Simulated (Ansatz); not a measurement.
Relaxed-ion elastic tensor of SrAgSF in space group P4/nmm (No. 129; Sr on 2c, Ag on 2b, S on 2c, F on 2a) in GPa (Voigt order), LDA in the plane-wave PAW code Ansatz; density 5.89 g/cm³, 17.38 Å³ per atom.

```
      1     2     3     4     5     6
-  ----  ----  ----  ----  ----  ----
1   139  48.2  57.6   0.0   0.0   0.0
2  48.2   139  57.6   0.0   0.0   0.0
3  57.6  57.6  92.2   0.0   0.0   0.0
4   0.0   0.0   0.0  40.6   0.0   0.0
5   0.0   0.0   0.0   0.0  40.6   0.0
6   0.0   0.0   0.0   0.0   0.0  35.3
```

### Question
Is the crystal mechanically stable?

### Answer
Yes: the smallest eigenvalue of C is 35.3 GPa.

### Question
Work out the Voigt, Reuss and Hill averages.

### Answer
K_V = 77.5, K_R = 75.3, K_H = 76.4; G_V = 37.1, G_R = 34.9, G_H = 36.0 GPa.

### Question
Give Young's modulus, Poisson's ratio, Pugh's ratio and the universal anisotropy index.

### Answer
E = 9KG/(3K + G) = 93.4 GPa; ν = 0.30; K/G = 2.12 (ductile by the Pugh limit of 1.75); A_U = 5G_V/G_R + K_V/K_R − 6 = 0.35.

### Question
Estimate the sound speeds and the Debye temperature.

### Answer
v_l = √((K + 4G/3)/ρ) = 4600 m/s, v_t = √(G/ρ) = 2470 m/s, mean 2760 m/s; Θ = (h/k)(3n/4πV)^(1/3) v_m = 317 K.

### Question
Solve the Christoffel equation for the three sound speeds along x, y, z.

### Answer
Eigenvalues of C_ijkl n_j n_l equal ρv². In km/s, slowest first: x 2.45, 2.63, 4.86; y 2.45, 2.63, 4.86; z 2.63, 2.63, 3.96.

### Question
How much does each axis shrink under pressure?

### Answer
Linear compressibilities β_i = Σ_j S_ij (j = 1 to 3): x 3.2, y 3.2, z 6.8 per TPa.

The workflow started from a Materials Project entry (that database holds measured and hypothetical structures alike); the Crystallography Open Database copy checked does not list it. Its standing as an ambient phase is unchecked. The cell was relaxed with LDA under the symmetry of its start; phonons on a q-mesh show no instability. The run is not spin-polarised.

Potentials: the later of the program's two PAW sets.
